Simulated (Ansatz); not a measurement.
# Kick test of a cell of Mg2Cd3Te5

It was reached by relaxing an invented guess, and it needn't be the stable form of this composition.

Level of theory: Ansatz, DFT PBE, scalar-relativistic, plane waves, PAW. Plane waves to 420 eV, a k mesh through Γ of 6×6×6 on the computed 10-atom cell and Gaussian smearing (0.02 eV); no spin polarisation.

The cell below (10 atoms, space group R3m (No. 160)) is relaxed within its symmetry.

```
Mg Cd Te
1.0
     2.32712    1.34356   18.93879
    -2.32712    1.34356   18.93879
     0.00000   -2.68712   18.93879
Mg Cd Te
2 3 5
Direct
  0.99987 0.99987 0.99987
  0.79945 0.79945 0.79945
  0.60053 0.60053 0.60053
  0.19968 0.19968 0.19968
  0.40018 0.40018 0.40018
  0.65101 0.65101 0.65101
  0.25003 0.25003 0.25003
  0.84912 0.84912 0.84912
  0.45060 0.45060 0.45060
  0.04953 0.04953 0.04953
```

For the test it was strained at random (σ = 1.5 % a component), the atoms were moved at random (σ = 0.15 Å), and all was relaxed again on a coarse 4×4×4 mesh (in the run’s order of axes) with 0.10 eV smearing, with no symmetry imposed.

Spin–orbit coupling, which can matter for Te, is left out.

Question: Is the structure stable against such a distortion?

Answer: It returns, within 1 meV/atom of the unmoved cell on that mesh and with the same symmetry when read at 0.1 Å (P1 at 0.01 Å, so small strains and shifts remain). So it is stable against the distortions that fit this cell and that this random move excites. Modes that don't fit the cell aren't tested.
